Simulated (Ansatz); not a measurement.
What settings do to one calculation: Be started on a K site next to a K vacancy in cubic perovskite KMgF3, 9 atoms, charge −2

Ansatz (PAW, plane waves), atoms fixed. The base input:

```yaml
crystal:
  lattice:
    - [7.982544, 0.000000, 0.000000]
    - [0.000000, 3.991272, 0.000000]
    - [0.000000, 0.000000, 3.991272]
  atoms:
    - { symbol: Be, position: [0.499134, 0.996095, 0.005893] }
    - { symbol: Mg, position: [0.252745, 0.501993, 0.502887] }
    - { symbol: Mg, position: [0.751030, 0.496009, 0.501337] }
    - { symbol: F, position: [0.248160, 0.500435, 0.000889] }
    - { symbol: F, position: [0.752150, 0.497730, 0.999405] }
    - { symbol: F, position: [0.999159, 0.498822, 0.487619] }
    - { symbol: F, position: [0.502979, 0.494917, 0.492468] }
    - { symbol: F, position: [0.250276, 0.991712, 0.506038] }
    - { symbol: F, position: [0.751005, 0.007212, 0.503317] }
kpoints:
  mp_grid: { grid: [2, 2, 2], shift: [0.5, 0.5, 0.5] }
hamiltonian:
  xc: pbesol
total_charge: -2
scf:
  occupations: { method: fermi_dirac, width: 0.01 }
output:
  forces: true
  eigenvalues: true
  populations: true
  charged_corrections: { epsilon: 7 }
  write_density: true
  write_potential: true
  elf: true
  volumetric_format: npy
```

Command:

```sh
ansatz run in.yaml --threads 8 --pin off --max-ram 13300MiB --runs-dir r --events-out ev --progress --plain
```

It converged in 10 iterations and 1.1 s of wall time on 8 threads of a Platinum 8259CL processor, on a host shared with other runs; peak host memory 0.46 GiB; largest force component 0.42 eV/Å. The cutoff was the default, 420 eV. The base isn't a converged reference: it has few k points, and its atoms are unrelaxed. Each run below changes the keys shown and caps the iterations.

| run | changed | ending | iterations | free energy less the base (meV per atom) | rms change of forces (eV/Å) | change of pressure (GPa) | wall time (s, shared host) |
| --- | --- | --- | --- | --- | --- | --- | --- |
| 1 | max_iter 60, k points a 2×2×1 mesh centred on Γ | converged | 10 | 65.2 | 0.071 | – | 0.8 CPU |
| 2 | xc rpbe, max_iter 50 | converged | 10 | other zero | 0.059 | – | 0.9 CPU |
| 3 | xc r2scan, dr2_threshold 0.0001, max_iter 50 | converged | 7 | other zero | 0.045 | – | 2 CPU |
| 4 | max_iter 80, total_charge -1 | converged | 31 | other zero | 1.103 | – | 1.7 CPU |
| 5 | initial_magnetization 4, max_iter 50 | converged | 15 | 0.0 | 0.000 | – | 1.7 CPU |
| 6 | width 0.001 eV, ecutrho_ratio 2, max_iter 80 | converged | 10 | -3.9 | 0.011 | – | 0.8 CPU |
| 7 | ecutwfc 120 eV, max_iter 50 | converged | 13 | 54557.8 | 0.403 | – | 0.6 CPU |
| 8 | dispersion d3bjatm, max_iter 100 | converged | 11 | other zero | 0.015 | – | 1 CPU |
| 9 | max_iter 70, total_charge 0 | converged | 12 | other zero | 1.835 | – | 0.8 CPU |
| 10 | mixing algorithm broyden, max_iter 70 | converged | 11 | 0.0 | 0.000 | – | 1 CPU |

«Other zero»: another functional, charge or dispersion term moves the zero of energy, so the difference says nothing of accuracy.

**Question.** Which changes leave the result alone, and which of the same physical model moves the forces most?

**Answer.** The forces move by under 0.002 eV/Å in runs 5, 10. Run 7 (ecutwfc 120 eV, max_iter 50) moves them most among the runs with the same functional, charge and dispersion term, by 0.403 eV/Å.
